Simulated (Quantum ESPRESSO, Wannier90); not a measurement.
## Tight-binding from DFT: V (bcc (W type))

```
begin unit_cell_cart
ang
   -1.4912000000    1.4912000000    1.4912000000
    1.4912000000   -1.4912000000    1.4912000000
    1.4912000000    1.4912000000   -1.4912000000
end unit_cell_cart
begin atoms_frac
V    0.0000000000  0.0000000000  0.0000000000
end atoms_frac
```

Materials Project entry mp-146; symmetrised, unrelaxed at this level. This is the element's usual structure. Method: PBEsol plane waves in Quantum ESPRESSO 7.5 (PseudoDojo norm-conserving files, 68 Ry, no spin polarisation, no spin-orbit coupling), Bloch states on a 12×12×12 mesh through Γ, Wannier90 4.0.1. Density: 20×20×20 mesh, cold smearing 0.01 Ry. A non-magnetic state is assumed; magnetic ones were not tried.

A tight-binding model is made by disentanglement and projection with no localisation steps (num_iter = 0), so the 9 orbitals stay atom-like: hydrogen-like V: s;p;d, axes along x, y, z; frozen window up to 1.50 eV relative to the Fermi level. It follows pw.x to 1.9 meV rms for states up to 1.0 eV relative to the Fermi level. Matrix elements depend on this choice of orbitals and windows.

The 20 largest hoppings ⟨m,0|H|n,R⟩ between different sites (one of each Hermitian pair; signs follow the real orbitals' lobes; the list may end inside a set of equal values):

```tsv
m	n	R	distance of the centres (Å)	t (eV)
V1 pz	V1 pz	1 1 0	2.98	2.755
V1 py	V1 py	1 0 1	2.98	2.753
V1 px	V1 px	0 1 1	2.98	2.752
V1 s	V1 pz	1 1 1	2.58	1.403
V1 s	V1 px	0 1 0	2.58	1.403
V1 s	V1 py	1 1 1	2.58	1.403
V1 py	V1 s	1 1 1	2.58	-1.403
V1 pz	V1 s	1 1 1	2.58	-1.403
V1 px	V1 s	1 1 1	2.58	-1.403
V1 pz	V1 s	0 1 0	2.58	-1.403
V1 px	V1 s	0 1 0	2.58	-1.403
V1 py	V1 s	0 1 0	2.58	1.403
V1 s	V1 py	0 1 0	2.58	-1.403
V1 pz	V1 s	0 0 1	2.58	1.403
V1 s	V1 px	1 1 1	2.58	1.403
V1 s	V1 pz	0 1 0	2.58	1.403
V1 s	V1 px	0 0 1	2.58	1.403
V1 py	V1 s	0 0 1	2.58	-1.403
V1 s	V1 py	0 0 1	2.58	1.403
V1 s	V1 pz	0 0 1	2.58	-1.403
```
